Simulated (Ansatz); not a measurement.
Phonons of a relaxed structure of AlN by density-functional perturbation theory (low response-accuracy setting, no LO–TO term) at Γ and zone-boundary points with q components 0 or ½ of the primitive reciprocal vectors. All values below come from PBE (plane waves to 420 eV, PAW, scalar-relativistic; Ansatz, an electronic-structure program). Γ-centred k-mesh 10×10×10, Fermi–Dirac smearing 0.05 eV.

```
CELL_PARAMETERS angstrom
      0.00000     2.20161     2.20161
      2.20161     0.00000     2.20161
      2.20161     2.20161     0.00000
ATOMIC_POSITIONS crystal
  N  0.75000 0.75000 0.75000
  Al 0.00000 0.00000 0.00000
```

Space group F-43m (No. 216), zinc blende type.

Problem. Are there soft modes? Where, and how strong?

Solution. No instability shows at these points (nothing beyond 15i cm⁻¹, the threshold used here). Other wavevectors were not sampled, so this does not prove stability.

Problem. Give the phonon wavenumbers.

Solution. 
| q | wavenumbers (cm⁻¹; i marks imaginary) |
|---|---|
| Γ | 0 (×3), 635 (×3) |
| L (½, 0, 0) | 225 (×2), 564, 625 (×2), 708 |
| X (½, ½, 0) | 332 (×2), 574, 638 (×2), 695 |

No spin polarisation in the result.
